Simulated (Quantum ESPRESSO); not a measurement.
## AlGaIn2P4 (finding a planted mistake in a log)

Computed values, not a measurement. The program is pw.x of Quantum ESPRESSO 7.5 (plane-wave density functional theory). The cell is made up: 8 atoms on a zincblende/diamond lattice, with randomly drawn elements, strain and displacements, not relaxed. PseudoDojo standard norm-conserving files (v0.5 for PBE, v0.4.1 for LDA and PBEsol) set the functional; there is no spin polarisation, spin-orbit coupling or dispersion term, and the masses in the input are unused placeholders.

Intended input:

```
&control calculation='scf', pseudo_dir='./dojo.nc.sr.pbe.v0_5.standard.upf', outdir='./o', disk_io='low', tprnfor=.true., tstress=.true. /
&system ibrav=0, nat=8, ntyp=4, nbnd=37, ecutwfc=79.96652505, nosym=.true., tot_charge=0,
 occupations='smearing', smearing='fd', degauss=0.0018374661
/
&electrons conv_thr=7.350e-09, electron_maxstep=60, /
ATOMIC_SPECIES
Al 1.0 Al.upf
Ga 1.0 Ga.upf
In 1.0 In.upf
P 1.0 P.upf
CELL_PARAMETERS angstrom
5.7389 0.0 0.0
0.0 5.7389 0.0
0.0 0.0 5.7389
ATOMIC_POSITIONS angstrom
Al -0.1019 0.0767 0.1296
Ga 0.0071 2.8771 2.8745
In 2.9508 -0.0001 2.7998
In 2.8714 2.8016 0.027
P 1.4001 1.5203 1.3899
P 1.5376 4.1575 4.441
P 4.3547 1.3773 4.3361
P 4.3716 4.3581 1.4428
K_POINTS automatic
4 4 4 1 1 1
```

The log is shortened where brackets say so; the opening notice, blank lines, dates and the lines on written files are dropped, and the path of the files is cut. It prints rydbergs, bohrs and kilobars, and counts compression as positive stress.

Log of the intended run:

```
     Program PWSCF v.7.5
     Parallel version (MPI & OpenMP), running on       4 processor cores
     Number of MPI processes:                 4
     Threads/MPI process:                     1
     [start-up lines left out]
     bravais-lattice index     =            0
     lattice parameter (alat)  =      10.8449  a.u.
     unit-cell volume          =    1275.5062 (a.u.)^3
     number of atoms/cell      =            8
     number of atomic types    =            4
     number of electrons       =        62.00
     number of Kohn-Sham states=           37
     kinetic-energy cutoff     =      79.9665  Ry
     charge density cutoff     =     319.8661  Ry
     scf convergence threshold =      7.3E-09
     mixing beta               =       0.7000
     number of iterations used =            8  plain     mixing
     Exchange-correlation= PBE
                           (   1   4   3   4   0   0   0)
     [axes and pseudopotential details left out]
   Cartesian axes
     site n.     atom                  positions (alat units)
         1        Al     tau(   1) = (  -0.0177560   0.0133649   0.0225827  )
         2        Ga     tau(   2) = (   0.0012372   0.5013330   0.5008800  )
         3        In     tau(   3) = (   0.5141752  -0.0000174   0.4878635  )
         4        In     tau(   4) = (   0.5003398   0.4881772   0.0047047  )
         5        P      tau(   5) = (   0.2439666   0.2649114   0.2421893  )
         6        P      tau(   6) = (   0.2679259   0.7244420   0.7738417  )
         7        P      tau(   7) = (   0.7588040   0.2399937   0.7555629  )
         8        P      tau(   8) = (   0.7617488   0.7593964   0.2514071  )
     number of k points=    32  Fermi-Dirac smearing, width (Ry)=  0.0018
                       cart. coord. in units 2pi/alat
        k(    1) = (   0.1250000   0.1250000   0.1250000), wk =   0.0625000
        k(    2) = (   0.1250000   0.1250000   0.3750000), wk =   0.0625000
     [further k points left out]
     Dense  grid:   123065 G-vectors     FFT dimensions: (  64,  64,  64)
     Estimated max dynamical RAM per process >     233.41 MB
     Estimated total dynamical RAM >     843.49 MB
     Initial potential from superposition of free atoms
     starting charge      61.9865, renormalised to      62.0000
     Starting wfcs are   47 randomized atomic wfcs
     total cpu time spent up to now is        2.9 secs
     per-process dynamical memory:   172.5 Mb
     Self-consistent Calculation
     iteration #  1     ecut=    79.97 Ry     beta= 0.70
     Davidson diagonalization with overlap
     ethr =  1.00E-02,  avg # of iterations =  4.0
     Threshold (ethr) on eigenvalues was too large:
     Diagonalizing with lowered threshold
     Davidson diagonalization with overlap
     ethr =  6.20E-04,  avg # of iterations =  2.0
     total cpu time spent up to now is       10.2 secs
     total energy              =    -478.79905597 Ry
     estimated scf accuracy    <       0.39403286 Ry
     iteration #  2     ecut=    79.97 Ry     beta= 0.70
     Davidson diagonalization with overlap
     ethr =  6.36E-04,  avg # of iterations =  2.6
     total cpu time spent up to now is       14.0 secs
     total energy              =    -478.89985277 Ry
     estimated scf accuracy    <       0.11720533 Ry
     [iterations 3 to 9 left out]
     iteration # 10     ecut=    79.97 Ry     beta= 0.70
     Davidson diagonalization with overlap
     ethr =  4.33E-11,  avg # of iterations =  4.0
     total cpu time spent up to now is       48.4 secs
     total energy              =    -478.92425743 Ry
     estimated scf accuracy    <       0.00000001 Ry
     iteration # 11     ecut=    79.97 Ry     beta= 0.70
     Davidson diagonalization with overlap
     ethr =  1.93E-11,  avg # of iterations =  2.0
     total cpu time spent up to now is       52.0 secs
     End of self-consistent calculation
     [lines on levels left out]
!    total energy              =    -478.92425743 Ry
     estimated scf accuracy    <          4.2E-10 Ry
     smearing contrib. (-TS)   =      -0.00000000 Ry
     internal energy E=F+TS    =    -478.92425743 Ry
     The total energy is F=E-TS. E is the sum of the following terms:
     one-electron contribution =    -205.96399675 Ry
     hartree contribution      =     142.95349958 Ry
     xc contribution           =    -140.64508158 Ry
     ewald contribution        =    -275.26867868 Ry
     convergence has been achieved in  11 iterations
     Forces acting on atoms (cartesian axes, Ry/au):
     atom    1 type  1   force =     0.05161986   -0.01765424   -0.03436489
     atom    2 type  2   force =     0.01744059    0.00778380    0.02450039
     atom    3 type  3   force =    -0.05899361    0.00095686    0.03991973
     atom    4 type  3   force =     0.06906328   -0.00368714    0.01205036
     atom    5 type  4   force =    -0.05650134   -0.04911843    0.04907957
     atom    6 type  4   force =    -0.09958585    0.09372522   -0.07306323
     atom    7 type  4   force =     0.03962527    0.01361489   -0.00893619
     atom    8 type  4   force =     0.03733179   -0.04562097   -0.00918573
     Total force =     0.229290     Total SCF correction =     0.000044
     Computing stress (Cartesian axis) and pressure
          total   stress  (Ry/bohr**3)                   (kbar)     P=       17.84
   0.00012608  -0.00007536  -0.00002683           18.55      -11.09       -3.95
  -0.00007536   0.00012121  -0.00007646          -11.09       17.83      -11.25
  -0.00002683  -0.00007646   0.00011661           -3.95      -11.25       17.15
     init_run     :      2.73s CPU      2.80s WALL (       1 calls)
     electrons    :     48.91s CPU     49.10s WALL (       1 calls)
     forces       :      0.67s CPU      0.69s WALL (       1 calls)
     stress       :      2.16s CPU      2.21s WALL (       1 calls)
     [timing details left out]
     PWSCF        :     54.59s CPU     54.95s WALL
     JOB DONE.
```

A second run was made from an input with one planted mistake. Its log:

```
     Program PWSCF v.7.5
     Parallel version (MPI & OpenMP), running on       4 processor cores
     Number of MPI processes:                 4
     Threads/MPI process:                     1
     [start-up lines left out]
     bravais-lattice index     =            0
     lattice parameter (alat)  =      10.8449  a.u.
     unit-cell volume          =    1275.5062 (a.u.)^3
     number of atoms/cell      =            8
     number of atomic types    =            4
     number of electrons       =        62.00
     number of Kohn-Sham states=           37
     kinetic-energy cutoff     =      43.6582  Ry
     charge density cutoff     =     174.6328  Ry
     scf convergence threshold =      7.3E-09
     mixing beta               =       0.7000
     number of iterations used =            8  plain     mixing
     Exchange-correlation= PBE
                           (   1   4   3   4   0   0   0)
     [axes and pseudopotential details left out]
   Cartesian axes
     site n.     atom                  positions (alat units)
         1        Al     tau(   1) = (  -0.0177560   0.0133649   0.0225827  )
         2        Ga     tau(   2) = (   0.0012372   0.5013330   0.5008800  )
         3        In     tau(   3) = (   0.5141752  -0.0000174   0.4878635  )
         4        In     tau(   4) = (   0.5003398   0.4881772   0.0047047  )
         5        P      tau(   5) = (   0.2439666   0.2649114   0.2421893  )
         6        P      tau(   6) = (   0.2679259   0.7244420   0.7738417  )
         7        P      tau(   7) = (   0.7588040   0.2399937   0.7555629  )
         8        P      tau(   8) = (   0.7617488   0.7593964   0.2514071  )
     number of k points=    32  Fermi-Dirac smearing, width (Ry)=  0.0018
                       cart. coord. in units 2pi/alat
        k(    1) = (   0.1250000   0.1250000   0.1250000), wk =   0.0625000
        k(    2) = (   0.1250000   0.1250000   0.3750000), wk =   0.0625000
     [further k points left out]
     Dense  grid:    49557 G-vectors     FFT dimensions: (  45,  45,  45)
     Estimated max dynamical RAM per process >      95.23 MB
     Estimated total dynamical RAM >     344.62 MB
     Initial potential from superposition of free atoms
     starting charge      61.9865, renormalised to      62.0000
     Starting wfcs are   47 randomized atomic wfcs
     total cpu time spent up to now is        1.0 secs
     per-process dynamical memory:    70.6 Mb
     Self-consistent Calculation
     iteration #  1     ecut=    43.66 Ry     beta= 0.70
     Davidson diagonalization with overlap
     ethr =  1.00E-02,  avg # of iterations =  4.0
     total cpu time spent up to now is        2.3 secs
     total energy              =    -476.92016214 Ry
     estimated scf accuracy    <       0.63497842 Ry
     iteration #  2     ecut=    43.66 Ry     beta= 0.70
     Davidson diagonalization with overlap
     ethr =  1.02E-03,  avg # of iterations =  2.6
     total cpu time spent up to now is        3.6 secs
     total energy              =    -477.09047325 Ry
     estimated scf accuracy    <       0.15749691 Ry
     [iterations 3 to 9 left out]
     iteration # 10     ecut=    43.66 Ry     beta= 0.70
     Davidson diagonalization with overlap
     ethr =  2.02E-10,  avg # of iterations =  2.0
     total cpu time spent up to now is       14.4 secs
     total energy              =    -477.12602857 Ry
     estimated scf accuracy    <       0.00000002 Ry
     iteration # 11     ecut=    43.66 Ry     beta= 0.70
     Davidson diagonalization with overlap
     ethr =  3.31E-11,  avg # of iterations =  3.1
     total cpu time spent up to now is       15.6 secs
     End of self-consistent calculation
     [lines on levels left out]
!    total energy              =    -477.12602858 Ry
     estimated scf accuracy    <          5.5E-10 Ry
     smearing contrib. (-TS)   =      -0.00000000 Ry
     internal energy E=F+TS    =    -477.12602858 Ry
     The total energy is F=E-TS. E is the sum of the following terms:
     one-electron contribution =    -202.50775460 Ry
     hartree contribution      =     140.50867796 Ry
     xc contribution           =    -139.85827324 Ry
     ewald contribution        =    -275.26867870 Ry
     convergence has been achieved in  11 iterations
     Forces acting on atoms (cartesian axes, Ry/au):
     atom    1 type  1   force =     0.05174890   -0.01758528   -0.03435020
     atom    2 type  2   force =     0.01778148    0.00750517    0.02425257
     atom    3 type  3   force =    -0.05886598    0.00106713    0.03977529
     atom    4 type  3   force =     0.06905659   -0.00376242    0.01210081
     atom    5 type  4   force =    -0.05673615   -0.04872712    0.04951991
     atom    6 type  4   force =    -0.09991400    0.09354321   -0.07320959
     atom    7 type  4   force =     0.03962038    0.01397330   -0.00931400
     atom    8 type  4   force =     0.03730877   -0.04601400   -0.00877479
     Total force =     0.229526     Total SCF correction =     0.000073
     Computing stress (Cartesian axis) and pressure
          total   stress  (Ry/bohr**3)                   (kbar)     P=    -1050.23
  -0.00713475  -0.00007632  -0.00002695        -1049.56      -11.23       -3.96
  -0.00007632  -0.00713855  -0.00007779          -11.23    -1050.12      -11.44
  -0.00002695  -0.00007779  -0.00714471           -3.96      -11.44    -1051.02
     init_run     :      0.90s CPU      0.93s WALL (       1 calls)
     electrons    :     14.58s CPU     14.64s WALL (       1 calls)
     forces       :      0.26s CPU      0.26s WALL (       1 calls)
     stress       :      0.83s CPU      0.83s WALL (       1 calls)
     [timing details left out]
     PWSCF        :     16.66s CPU     16.75s WALL
     JOB DONE.
```

Question: what was wrong in the second input?

Answer: the plane-wave cutoff is too low. The input lines that differ, file-writing options aside:

```
- &system ibrav=0, nat=8, ntyp=4, nbnd=37, ecutwfc=79.96652505, nosym=.true., tot_charge=0,
+ &system ibrav=0, nat=8, ntyp=4, nbnd=37, ecutwfc=43.65819474, nosym=.true., tot_charge=0,
```

|  | intended run | run with the mistake |
| --- | --- | --- |
| free energy (eV) | -6516.096 | -6491.630 |
| smearing term -TS (eV) | 0.0000 | 0.0000 |
| pressure (GPa) | 1.78 | -105.02 |
| largest force component (eV/Å) | 2.560 | 2.569 |
| largest change of a force component (eV/Å) |  | 0.011 |
| iterations | 11 | 11 |

For scale, a rerun of the intended cell at 1377 eV and a 6 x 6 x 6 mesh moved values by no more than 0.007 eV in energy, 0.02 GPa in stress and 0.002 eV/Å in force.